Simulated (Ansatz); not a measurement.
AlV₂C in space group P6_3/mmc (No. 194; Al on 2c, V on 4f, C on 2a) at seven volumes, the program Ansatz at the PBEsol level (PAW), shape and atoms relaxed at each. One row is withheld.

```csv
V (Å³/atom),P (GPa)
10.632,21.46
10.983,13.17
11.333,6.06
11.684,0.01
12.034,-5.12
12.385,?
12.735,-13.18
```

### Question
Fit the shown pressures and predict the withheld one.

### Answer
Third-order Birch–Murnaghan: P = (3/2)B₀(x^(7/2) − x^(5/2))[1 + (3/4)(B′ − 4)(x − 1)] with x = (V₀/V)^(2/3). Least squares on the six rows gives V₀ = 11.685 Å³/atom, B₀ = 185.0 GPa, B′ = 4.36. At V = 12.385, x = 0.9620 and P = -9.48 GPa. The run itself gave -9.49 GPa.

Symmetry was held in the PBEsol relaxation. The run is not spin-polarised.

Potentials: the earlier of the program's two PAW sets. The files were generated under PBE; for other functionals the program regenerates the frozen cores, and for LDA and PBEsol the local potential too.
